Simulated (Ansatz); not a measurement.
# Kick test of a cell of Al4FeCo3

The structure comes from a generated guess, relaxed at this level; another structure or a mixture of phases may lie lower.

Method: Ansatz 0.2.0, DFT PBE, scalar-relativistic, plane waves, PAW. Plane waves to 420 eV, a k mesh through Γ of 14×14×4 on the computed 8-atom cell and Gaussian smearing (0.10 eV); collinear spin from starting moments 0.0 0.0 0.0 0.0 0.0 0.0 0.0 0.4 μB.

The cell below (8 atoms, space group P4/mmm (No. 123)) is relaxed within its symmetry.

```
Al Co Fe
1.0
     2.85452    0.00000    0.00000
     0.00000    2.85452    0.00000
     0.00000    0.00000   11.43751
Al Co Fe
4 3 1
Direct
  0.00000 0.00000 0.87463
  0.00000 0.00000 0.12537
  0.00000 0.00000 0.37641
  0.00000 0.00000 0.62359
  0.50000 0.50000 0.00000
  0.50000 0.50000 0.24836
  0.50000 0.50000 0.75164
  0.50000 0.50000 0.50000
```

For the test it was strained at random (σ = 1.5 % a component), the atoms were moved at random (σ = 0.05 Å), and all was relaxed again on a coarse 8×8×2 mesh (in the run’s order of axes) with 0.20 eV smearing, with no symmetry imposed.

The magnetic state reached may not be the lowest.

Question: Does it come back?

Answer: It returns, within 1 meV/atom of the unmoved cell on that mesh and with the same symmetry when read at 0.1 Å. So it is stable against the distortions that fit this cell and that this random move excites. Modes that don't fit the cell aren't tested.
